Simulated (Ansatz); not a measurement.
The relaxed structure here is a generated cell of GaN: the first start was made by placing the elements on the sites of a structure type, and the end was not matched to a known phase here, so it may be hypothetical. Known forms of GaN include space group No. 186, 216.

The end point of a relaxation of GaN. Space group Cmc2₁ (No. 36). Computed with PBEsol (plane waves to 420 eV, PAW, scalar-relativistic; Ansatz, a program for electronic structure).

```xyz
4
Lattice="1.4241 -2.8863 0.0000 1.4241 2.8863 0.0000 0.0000 0.0000 4.9779" Properties=species:S:1:pos:R:3 pbc="T T T"
Ga     1.4241    -2.2982     2.3668
Ga     1.4241     2.2982     4.8558
N      1.4241     0.6350     3.8556
N      1.4241    -0.6350     1.3666
```

- Volume per atom: 10.23 Å³
- Band gap: 1.02 eV, indirect (valence top at 43 % of the way from Γ to Y, conduction bottom at Γ) (no spin-orbit coupling)
- Smallest direct gap: 1.15 eV at Γ
- Shortest distances: Ga–N 1.94 Å; Ga–Ga 2.75 Å; N–N 2.79 Å
- k-mesh: 13×13×7

Band energies at high-symmetry points (eV from the VBM; labels of this space group; no spin-orbit coupling), from −5 eV up to 5.9 eV:

| point | energies |
|---|---|
| Γ | -2.36 -0.80 -0.76 -0.66 -0.13 1.02 3.80 |
| Y | -4.20 -2.23 -0.09 4.63 |
| C0 | -4.59 -4.15 -3.99 -2.08 1.51 |
| Σ0 | -4.59 -4.15 -3.99 -2.08 1.51 |
| Z | -4.96 -4.96 -1.57 -1.57 -0.45 -0.45 3.56 3.56 |
| A0 | -1.33 -1.33 4.69 4.69 |
| E0 | -1.33 -1.33 4.69 4.69 |
| T | -2.36 -2.36 -1.26 -1.26 2.86 2.86 |

No spin polarisation in the result.

The run could not lose the symmetry of its start, so the end can be a saddle point.

It was reached from a disturbed copy of a P6₃/mmc (No. 194) cell (NiAs type), against which it lies -0.151 eV/atom.
